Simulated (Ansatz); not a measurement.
SrPd:
```yaml
crystal:
  lattice:
    - [2.12289, -5.66980, 0.00000]
    - [2.12289, 5.66980, 0.00000]
    - [0.00000, 0.00000, 4.50971]
  atoms:
    - { symbol: Sr, position: [0.86106, 0.13894, 0.75000] }
    - { symbol: Sr, position: [0.13894, 0.86106, 0.25000] }
    - { symbol: Pd, position: [0.57112, 0.42888, 0.75000] }
    - { symbol: Pd, position: [0.42888, 0.57112, 0.25000] }
```

Relaxed with r²SCAN. Special points in fractions of this cell's reciprocal vectors: Γ (0.000, 0.000, 0.000); Y (-0.500, 0.500, 0.000); C0 (-0.285, 0.715, 0.000); Σ0 (0.285, 0.285, 0.000); Z (0.000, 0.000, 0.500); A0 (0.285, 0.285, 0.500); E0 (-0.285, 0.715, 0.500); T (-0.500, 0.500, 0.500); S (0.000, 0.500, 0.000); R (0.000, 0.500, 0.500).

Question: List the band energies nearest the Fermi level at these points for the program Ansatz at the r²SCAN level (PAW).

Answer: In eV from the Fermi level; about four levels below and three above (degenerate sets whole), none deeper than 8.9 eV; points with the same levels are listed once.

| k | below | above |
|---|---|---|
| Γ | -1.79 -1.68 -1.38 -0.48 | 1.84 2.70 3.21 |
| Y | -1.98 -1.74 -1.47 -1.47 | 2.25 2.64 2.81 |
| C0 | -1.57 -1.34 -0.53 -0.25 | 1.70 1.82 2.51 |
| Z | -1.73 -1.73 -1.10 -1.10 | 1.80 1.80 2.66 2.66 |
| A0 | -1.71 -1.71 -0.61 -0.61 | 1.11 1.11 1.79 1.79 |
| T | -1.76 -1.76 -1.26 -1.26 | 0.31 0.31 3.60 3.60 |
| S | -1.67 -1.67 -1.59 -1.38 -1.20 | 0.74 1.07 1.91 |
| R | -1.70 -1.70 -0.68 -0.68 | 1.27 1.27 2.07 2.07 |

Space group Cmcm. The first step of the workflow began from a Materials Project structure, measured or hypothetical; the Crystallography Open Database copy checked does not list it. Whether it is the stable phase at ambient conditions was not checked. Symmetry was held in the r²SCAN relaxation; its stability against distortions is not shown here. The run is not spin-polarised. Scalar-relativistic: spin–orbit coupling is off unless named, which matters more the heavier the elements.

Potentials: the later of the program's two PAW sets.
